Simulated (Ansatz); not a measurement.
Relaxed-ion elastic tensor of GaCuSe2 (chalcopyrite, I-42d) in GPa (Voigt order), plane-wave PAW r²SCAN (Ansatz code); density 5.54 g/cm³, 21.81 Å³ per atom.

```
      1     2     3     4     5     6
-  ----  ----  ----  ----  ----  ----
1  96.6  55.8  56.6   0.0   0.0   0.0
2  55.8  96.6  56.6   0.0   0.0   0.0
3  56.6  56.6  96.8   0.0   0.0   0.0
4   0.0   0.0   0.0  44.2   0.0   0.0
5   0.0   0.0   0.0   0.0  44.2   0.0
6   0.0   0.0   0.0   0.0   0.0  44.5
```

Task: Is the crystal mechanically stable?

Result: Yes: the smallest eigenvalue of C is 39.8 GPa.

Task: Work out the Voigt, Reuss and Hill averages.

Result: K_V = 69.8, K_R = 69.8, K_H = 69.8; G_V = 34.6, G_R = 29.9, G_H = 32.3 GPa.

Task: Give Young's modulus, Poisson's ratio, Pugh's ratio and the universal anisotropy index.

Result: E = 9KG/(3K + G) = 83.9 GPa; ν = 0.30; K/G = 2.16 (ductile by the Pugh limit of 1.75); A_U = 5G_V/G_R + K_V/K_R − 6 = 0.78.

Task: Estimate the sound speeds and the Debye temperature.

Result: v_l = √((K + 4G/3)/ρ) = 4510 m/s, v_t = √(G/ρ) = 2410 m/s, mean 2700 m/s; Θ = (h/k)(3n/4πV)^(1/3) v_m = 287 K.

Task: Solve the Christoffel equation for the three sound speeds along x, y, z.

Result: Eigenvalues of C_ijkl n_j n_l equal ρv² (piezoelectric stiffening left out). In km/s, slowest first: x 2.82, 2.83, 4.17; y 2.82, 2.83, 4.17; z 2.82, 2.82, 4.18.

Task: How much does each axis shrink under pressure?

Result: Linear compressibilities β_i = Σ_j S_ij (j = 1 to 3): x 4.8, y 4.8, z 4.7 per TPa.

The r²SCAN relaxation kept the symmetry of its start. The run is not spin-polarised.

Potentials: the later of the program's two PAW sets.
